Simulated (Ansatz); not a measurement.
La3Tl (Cu3Au type)

```
CELL_PARAMETERS angstrom
      5.06919     0.00000     0.00000
      0.00000     5.06919     0.00000
      0.00000     0.00000     5.06919
ATOMIC_POSITIONS crystal
  La 0.00000 0.50000 0.50000
  La 0.50000 0.00000 0.50000
  La 0.50000 0.50000 0.00000
  Tl 0.00000 0.00000 0.00000
```

The slice is a {110} plane (indices of the conventional cell) through the point (0.000, 0.500, 0.500) (fractional), spanned by u = [100] and v = [011] in vectors of this cell: u (5.07 Å) and v (7.17 Å, at 90° to u). It covers one period; positions are fractions (u, v).

The numbers are results of r2SCAN (plane waves to 500 eV, PAW, scalar-relativistic; Ansatz, a program for electronic structure), not measurements. k mesh 9×9×9. These are valence fields of a PAW run, semicore shells included where kept as valence: close to a nucleus they are smooth pseudo fields. La3Tl is run without spin polarisation. La3Tl was relaxed with its symmetry unable to fall. Spin-orbit coupling is left out, though Tl is heavy.

Problem. What is the valence density on the shortest La–Tl line in this plane (3.58 Å), at its minimum between the atoms?

Solution. 0.12 e/Å³.

Problem. What is the ELF at the density minimum of the shortest La–Tl line in this plane (3.58 Å)?

Solution. 0.2.

Problem. Predict the map of the electrostatic potential energy of an electron, from the cell's mean on the slice.

Solution. 
```
|xxxxx  =#%@@@@%#=  xxxx|
|xxxxx .+#%@@@@%#+. xxxx|
|xxxx  -+#%%%%%%#+-  xxx|
|xxx  .=*########*=.  xx|
|    .=+**********+=.   |
|  .-=+****++++****+=-. |
|==+**##**++==++**##**+=|
|*###%%##*+====+*##%%###|
|###%%%%#*+====+*#%%%%##|
|++*#%%%##*+==+*##%%%#*+|
|  :=*#%%#**++**#%%#*=: |
|xxx -*#%%##**##%%#*- xx|
|xxxx =#%%%%##%%%%#= xxx|
|xxxxx.*%@@%%%%@@%*.xxxx|
|xxxxx +%@@@@@@@@%+ xxxx|
|xxxxx +%@@@@@@@@%+ xxxx|
|xxxxx +%@@@@@@@@%+ xxxx|
|xxxxx.*%@@%%%%@@%*.xxxx|
|xxxx =#%%%%##%%%%#= xxx|
|xxx -*#%%##**##%%#*- xx|
|  :=*#%%#**++**#%%#*=: |
|++*#%%%##*+==+*##%%%#*+|
|###%%%%#*+====+*#%%%%##|
|*###%%##*+====+*##%%###|
|==+**##**++==++**##**+=|
|  .-=+****++++****+=-. |
|    .=+**********+=.   |
|xxx  .=*########*=.  xx|
|xxxx  -+#%%%%%%#+-  xxx|
|xxxxx .+#%@@@@%#+. xxxx|
|xxxxx  =#%@@@@%#=  xxxx|
|xxxxx  =#%@@@@%#=  xxxx|
```
Scale: ten equal steps from 1.00 (start of ' ') to 9.91 (end of '@'), in the order ' .:-=+*#%@'. Values: electrostatic potential energy of an electron, from the cell's mean, in eV. The map has 23 points along u (one character each, u = 0 at the left) and 32 along v (v = 0 in the bottom row). Points within 1 Å of a nucleus are blanked (x), as the pseudised field means little there. Values under 1 eV are set to 1. The zero, the cell's mean, hangs on the PAW cores.
